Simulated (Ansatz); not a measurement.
Data:

AlN:
```xyz
2
Lattice="2.6675 0.0000 0.0000 0.0000 2.6675 0.0000 0.0000 0.0000 3.9997" Properties=species:S:1:pos:R:3 pbc="T T T"
Al     1.3337     1.3337     0.0000
N      0.0000     0.0000     0.0000
```

This is the r²SCAN+D4-relaxed structure.

All from plane-wave PAW r²SCAN+D4 (Ansatz code), unless another level is named. Give the bulk modulus (Birch–Murnaghan fit).

20.3 GPa.

Give the highest zone-centre frequency (without LO–TO term).

713 cm^-1.

Space group P4/mmm. A made-up cell: these elements were put on the sites of a structure type; neither database checked (COD, Materials Project) lists it. It is not the phase usual at ambient conditions (space group No. 186, 216). The r²SCAN+D4 relaxation kept the symmetry of its start. At this level the phase is dynamically unstable (imaginary phonons).

Potentials: the later of the program's two PAW sets.
